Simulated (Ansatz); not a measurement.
Given:

CaZrN₂:
Space group R-3m, hexagonal axes (No. 166); a = 3.310 Å, b = 3.310 Å, c = 16.790 Å, α = 90.00°, β = 90.00°, γ = 120.00°

| atom | site | symmetry | x | y | z |
|---|---|---|---|---|---|
| Ca | 3a | -3m | 0.0000 | 0.0000 | 0.0000 |
| Zr | 3b | -3m | 0.0000 | 0.0000 | 0.5000 |
| N | 6c | 3m | 0.0000 | 0.0000 | 0.2383 |
(The calculation used a cell of 4 atoms; values per cell refer to that cell.)

This is the r²SCAN-relaxed structure.

**Question.** All from r²SCAN (plane waves, PAW; program Ansatz), unless another level is named. Predict the smallest direct gap on the standard path.

**Answer.** 1.47 eV.

**Question.** What about the electron effective mass?

**Answer.** 0.21, 0.22, 1.4 mₑ (principal values).

**Question.** Next, the hole effective mass with spin–orbit coupling?

**Answer.** 0.33, 0.33, 0.83 mₑ (principal values).

**Question.** Predict the valence-band maximum.

**Answer.** at Γ.

The workflow started from a Materials Project entry (that database holds measured and hypothetical structures alike); the Crystallography Open Database copy checked does not list it. Whether it is the stable phase at ambient conditions was not checked. The cell was relaxed with r²SCAN under the symmetry of its start; its stability against distortions is not shown here. The run is not spin-polarised. Scalar-relativistic: spin–orbit coupling is off unless named, which matters more the heavier the elements.

Potentials: the later of the program's two PAW sets.
